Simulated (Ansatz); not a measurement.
Ge, DFT, PBEsol, all-electron LAPW, scalar-relativistic (Ansatz 0.2.0), run on 1 thread of Intel(R) Xeon(R) Platinum 8488C (Sapphire Rapids) on a shared host.

Structure: COD 9011050, as refined from experiment and not relaxed. The listed cell was then made from it by scaling, straining or moving an atom.

Command: `ansatz run input.yaml --threads 1 --pin off --max-ram 3072MiB --backend cpu --events-out ev --progress --plain --runs-dir out`

```yaml
crystal:
  lattice:
    - [0.0, 2.7710237968, 2.7710237968]
    - [2.7710237968, 0.0, 2.7710237968]
    - [2.7710237968, 2.7710237968, 0.0]
  atoms:
    - { symbol: Ge, position: [0.5, 0.5, 0.5] }
    - { symbol: Ge, position: [0.75, 0.75, 0.75] }
kpoints:
  mp_grid: { grid: [11, 11, 11] }
  band_path:
    path:
      - [0.0, 0.0, 0.0]
      - [0.5, 0.0, 0.5]
      - [0.625, 0.25, 0.625]
      - [0.375, 0.375, 0.75]
      - [0.0, 0.0, 0.0]
      - [0.5, 0.5, 0.5]
      - [0.5, 0.25, 0.75]
      - [0.5, 0.0, 0.5]
    npoints: 5
scf:
  occupations: { method: fermi_dirac, width: 0.05 }
hamiltonian:
  xc: pbesol
  pseudopotentials: { kind: all_electron, lapw: { basis_error: 0.0005 } }
output:
  forces: true
  stress: true
  eigenvalues: true
```

Question: How large is the problem that the program sets up?

Answer: 56 irreducible k-points, 645 plane waves at Γ, 27 bands.

Question: Estimate the wall time and the peak memory.

Answer: 15 s of wall time for 6 SCF iterations, with a peak of 0.42 GiB. Times on shared machines scatter by tens of per cent.
